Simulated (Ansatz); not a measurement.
**Lattice vibrations of TiB at Γ**

The calculation used DFT LDA, scalar-relativistic, plane waves, PAW in Ansatz 0.2.0. Cutoff 420 eV, 16×16×16 k-points (Γ-centred), Fermi-Dirac smearing of 0.15 eV. No spin polarisation. Phonons by linear response, acoustic sum rule imposed.

The cell, relaxed at this level:
```xyz
2
Lattice="0.0000 2.4319 2.4319 2.4319 0.0000 2.4319 2.4319 2.4319 0.0000" Properties=species:S:1:pos:R:3 pbc="T T T"
Ti    3.6478    3.6478    3.6478
B     0.0000    0.0000    0.0000
```

In a metal, frequencies and elastic constants depend on the k mesh and the smearing, soft modes and shear constants most.

Optical modes at Γ; i marks an imaginary frequency:
| frequency (cm⁻¹) | degeneracy |
| --- | --- |
| 547 | 3 |

All 3 optical modes at Γ are real: no displacement of atoms at fixed cell lowers the energy to second order. Strains and modes at other wave vectors aren't tested by this run.